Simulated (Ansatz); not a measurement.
Structure from Materials Project entry mp-8371 (possibly hypothetical), not relaxed further.

Input and log of a run on LuC₂: DFT, LDA, all-electron LAPW, scalar-relativistic (Ansatz 0.2.0).

Command: `ansatz run input.yaml --threads 1 --pin off --max-ram 4096MiB --backend cpu --events-out ev --progress --plain --runs-dir out` The run took 4.4 min on 1 thread of Arm Neoverse V2, on a shared host, peak memory 1.8 GiB.

```yaml
crystal:
  lattice:
    - [-1.782956, 1.782956, 3.02895]
    - [1.782956, -1.782956, 3.02895]
    - [1.782956, 1.782956, -3.02895]
  atoms:
    - { symbol: Lu, position: [0.0, 0.0, 0.0] }
    - { symbol: C, position: [0.607937, 0.607937, 0.0] }
    - { symbol: C, position: [0.392063, 0.392063, 0.0] }
kpoints:
  mp_grid: { grid: [14, 14, 14] }
  band_path:
    path:
      - [0.0, 0.0, 0.0]
      - [0.0, 0.0, 0.5]
      - [0.25, 0.25, 0.25]
      - [0.0, 0.5, 0.0]
      - [0.0, 0.0, 0.0]
      - [0.5, 0.5, -0.5]
      - [0.3366237641, 0.6633762359, -0.3366237641]
      - [-0.3366237641, 0.3366237641, 0.3366237641]
      - [0.0, 0.0, 0.0]
    npoints: 14
scf:
  occupations: { method: fermi_dirac, width: 0.08 }
hamiltonian:
  xc: lda
  pseudopotentials: { kind: all_electron, lapw: { basis_error: 0.001 } }
output:
  forces: true
  stress: true
  eigenvalues: true
  fatbands: true
  populations: true
  dos: { projected: true, de: 0.2, e_range: [-14, 8] }
```

The log:

```
Lu: projections on atomic orbitals take those of the free atom 1s2 2s2 2p6 3s2 3p6 3d10 4s2 4p6 4d10 4f14 5s2 5p6 5d1 6s2, of charge +0.00 (hamiltonian.pseudopotentials.projection_atoms)
C: projections on atomic orbitals take those of the free atom 1s2 2s2 2p2, of charge +0.00 (hamiltonian.pseudopotentials.projection_atoms)
LAPW: plane waves up to 12.811 Å⁻¹, error target 1.0e-3 eV per atom; small_component_spin mean_spin; C in spheres of 0.654 Å, 6 of its electrons in bands, Dirac shells []; Lu in spheres of 1.027 Å, 43 of its electrons in bands, Dirac shells []
Engine: ansatz 0.2.0
Pseudopotentials: kind: all_electron
Pseudopotential: Lu, LAPW, valence charge 43, Koelling and Harmon's equation, gaussian nucleus
Pseudopotential: C, LAPW, valence charge 6, Koelling and Harmon's equation, gaussian nucleus
Functional definition: SPW92
  exchange = slater_x
  correlation = pw_c
Crystal: 3 atoms, lattice volume = 38.515 Å³
Basis set: ecut = 625.2990442324061 eV, 1341 PW (Γ), FFT grids on a1+a3, a2+a3, a3, exchange–correlation at level 2
Bands: 33, of which v1, the nominal top of the filled ones, is band 28 counted from 1 (27 counted from 0)
Symmetry: 16 space group operations
Space group: I4/mmm (ITA 139), of the structure as read, at distance tolerance 3.4e-5 Å
k-points: 244 of 2744
Non-local potential: Lu, projectors of the file, none
Non-local potential: C, projectors of the file, none
Initial density: superposition of atomic densities (chi_scale 0.1, normalization cell, long waves kept (reshape's long-wave potential 0.00 eV rms))
Initial wavefunctions: plane waves of lowest kinetic energy (no species holds an atomic orbital)
Functional: x = slater, c = lda
iter 1 solved again at ethr=1.45e-2 eV; its pass at ethr=1.00e-1 eV (dr2=7.99e0 eV) is discarded
SCF iter   1: F=—  HF=-398065.028255 eV  |F-HF|=—  |Δ(HF+E_count)|=         —  Δρ=1.18e-1  dr2=8.01e0  ethr=1.45e-2  ⟨swp⟩=2.0  Hψ=51702  notcnv=0
preconditioner: auto → Kerker (q_TF=auto, 2.895 Å⁻¹)  [metal: Δε(μ)=0.042 eV  Ē_g=13.284 eV  σ=0.080 eV  W_gap=0.13  n_scr=14 (ndim 8)  ℏωp=33.3 eV  f_vac=0.000  D(μ)=0.69/eV (n_scr^D=0)]
SCF iter   2: F=—  HF=-398062.999416 eV  |F-HF|=—  |Δ(HF+E_count)|=    2.03e0  Δρ=6.03e-2  dr2=1.99e0  ethr=1.45e-2  ⟨swp⟩=2.8  Hψ=22708  notcnv=0
SCF iter   3: F=—  HF=-398062.760226 eV  |F-HF|=—  |Δ(HF+E_count)|=   2.39e-1  Δρ=3.25e-2  dr2=6.78e-1  ethr=3.62e-3  ⟨swp⟩=3.0  Hψ=24062  notcnv=0
SCF iter   4: F=—  HF=-398062.204833 eV  |F-HF|=—  |Δ(HF+E_count)|=   5.55e-1  Δρ=1.52e-2  dr2=7.49e-2  ethr=1.23e-3  ⟨swp⟩=3.0  Hψ=24454  notcnv=0
SCF iter   5: F=—  HF=-398062.175117 eV  |F-HF|=—  |Δ(HF+E_count)|=         —  Δρ=4.04e-3  dr2=7.62e-3  ethr=1.36e-4  ⟨swp⟩=2.9  Hψ=22392  notcnv=0
the basis was enlarged: its passes take 177.4 KiB over the memory plan, 1 of 1 planned eigensolver slots
iter 6 solved again at ethr=6.75e-7 eV; its pass at ethr=1.39e-5 eV (dr2=3.71e-4 eV) is discarded
SCF iter   6: F=—  HF=-398062.173279 eV  |F-HF|=—  |Δ(HF+E_count)|=   1.84e-3  Δρ=1.00e-3  dr2=3.73e-4  ethr=6.75e-7  ⟨swp⟩=2.0  Hψ=40068  notcnv=0
SCF iter   7: F=—  HF=-398062.173172 eV  |F-HF|=—  |Δ(HF+E_count)|=   1.07e-4  Δρ=1.87e-4  dr2=2.01e-5  ethr=6.75e-7  ⟨swp⟩=3.0  Hψ=22880  notcnv=0
SCF iter   8: F=—  HF=-398062.173166 eV  |F-HF|=—  |Δ(HF+E_count)|=   5.38e-6  Δρ=7.09e-5  dr2=2.80e-6  ethr=3.65e-8  ⟨swp⟩=3.0  Hψ=23134  notcnv=0
SCF iter   9: F=—  HF=-398062.173165 eV  |F-HF|=—  |Δ(HF+E_count)|=   1.21e-6  Δρ=2.02e-5  dr2=2.23e-7  ethr=5.08e-9  ⟨swp⟩=2.8  Hψ=22290  notcnv=0
SCF iter  10: F=-398062.173165 eV  HF=-398062.173165 eV  |F-HF|=6.11e-9  |Δ(HF+E_count)|=   1.11e-7  Δρ=6.39e-6  dr2=1.68e-8  ethr=4.05e-10  ⟨swp⟩=3.0  Hψ=22585  notcnv=0
SCF 1 converged in 10 iterations: F = -398062.173165 eV  dr2 = 1.68e-8
NSCF: frozen V_eff on 113 k-points
SCF converged after 10 iterations
Free energy (F): -398062.173165 eV
Harris-Foulkes:  -398062.173165 eV  (|F-HF|=6.11e-9)
Internal energy: -398062.158473 eV  (E = F + TS)
E sigma→0 (E₀):  -398062.165819 eV
Entropy (-TS):   -0.014692 eV (-4.897 meV/atom)
Fermi energy:    15.035936 eV
--- Per-component energies (eV) ---
  E_band       = -5578.774974
  E_kinetic    = 441167.523063
  E_xc         = -8244.393309
  E_electrostatic = -830985.288227  (all electrons and nuclei)
  E_smearing   = -0.014692  (= −TS)
  E_closure    = 0.000000  (closes the sum)
  E_atoms      = -398036.305038  (free atoms, spherical and without spin; not in F)
  Σ components = -398062.173165   (vs F -398062.173165, Δ=0.00e0)
  Basis errors (estimates in eV, not in F): energy 5.6e-4 per atom: plane waves 5.3e-4 (3.4e-4 summed), levels above the bands 5.4e-31, relativity 2.8e-8, radial functions 3.5e-5, core shells 1.1e-10; eigenvalues (radial functions only) 4.5e-6; not estimated: angular momenta, meshes, grids; target (lapw.basis_error) 1.0e-3; muffin-tin radii C 0.654 Å, Lu 1.027 Å
--- Forces (eV/Å), atoms counted from 1 ---
  atom   1  Lu     0.00000000     0.00000000    -0.00000000
  atom   2  C      0.00000000     0.00000000    -0.39823355
  atom   3  C      0.00000000     0.00000000     0.39823355
  max |Σ_I F_I| component: 1.39e-17 eV/Å
--- Stress (GPa, compression-positive) ---
       -8.101806       0.000000      -0.000000
        0.000000      -8.101806      -0.000000
       -0.000000      -0.000000     -12.377797
  P = ⅓ Tr σ = -9.5271 GPa (-95.271 kbar)
--- Band table (eV; the first three rows and the last of 244) ---
  k-point 0: bands = ["-464.0210", "-337.1053", "-337.1053", "-337.0533", "-247.9686", "-247.9434", "-171.6062", "-171.6029", "-171.5606", "-171.5606", "-171.5445", "-41.1283", "-11.8392", "-11.8392", "-11.6289", "-0.8519", "8.7080", "9.3911", "9.7414", "9.7414", "9.9895", "10.0496", "10.0770", "10.0770", "11.2190", "12.0807", "12.0807", "14.3352", "14.3352", "15.4865", "17.5470", "18.4331", "23.4206"]
  k-point 1: bands = ["-464.0210", "-337.1053", "-337.1053", "-337.0533", "-247.9686", "-247.9434", "-171.6062", "-171.6029", "-171.5606", "-171.5606", "-171.5445", "-41.1274", "-11.8571", "-11.8484", "-11.6318", "-0.7710", "8.6805", "9.3669", "9.7498", "9.7619", "9.9908", "10.0452", "10.0725", "10.0785", "11.0851", "11.6988", "11.9499", "14.1556", "14.7044", "15.8207", "17.8321", "18.9210", "23.2508"]
  k-point 2: bands = ["-464.0210", "-337.1053", "-337.1053", "-337.0533", "-247.9686", "-247.9434", "-171.6062", "-171.6029", "-171.5606", "-171.5606", "-171.5445", "-41.1249", "-11.9045", "-11.8743", "-11.6400", "-0.5638", "8.5738", "9.2956", "9.7738", "9.8308", "9.9949", "10.0348", "10.0586", "10.0869", "10.8399", "11.0313", "11.6841", "13.7044", "15.6367", "16.6760", "18.1856", "20.3746", "22.0159"]
  k-point 243: bands = ["-464.0210", "-337.1053", "-337.1053", "-337.0533", "-247.9686", "-247.9434", "-171.6062", "-171.6029", "-171.5606", "-171.5606", "-171.5445", "-41.1214", "-11.8882", "-11.8882", "-11.8482", "-0.2975", "7.3897", "9.6776", "9.6776", "10.0252", "10.0287", "10.0577", "10.0602", "10.0602", "11.2588", "11.2588", "12.2634", "14.0934", "18.0198", "19.1422", "19.1422", "19.1607", "20.7581"]
--- Löwdin populations: 3 sites ---
  site symbol       q [e]
     0     Lu     70.3607
     1      C      6.2898
     2      C      6.2898
  spilling = 0.000719 (of n_electrons = 83.000000)
```
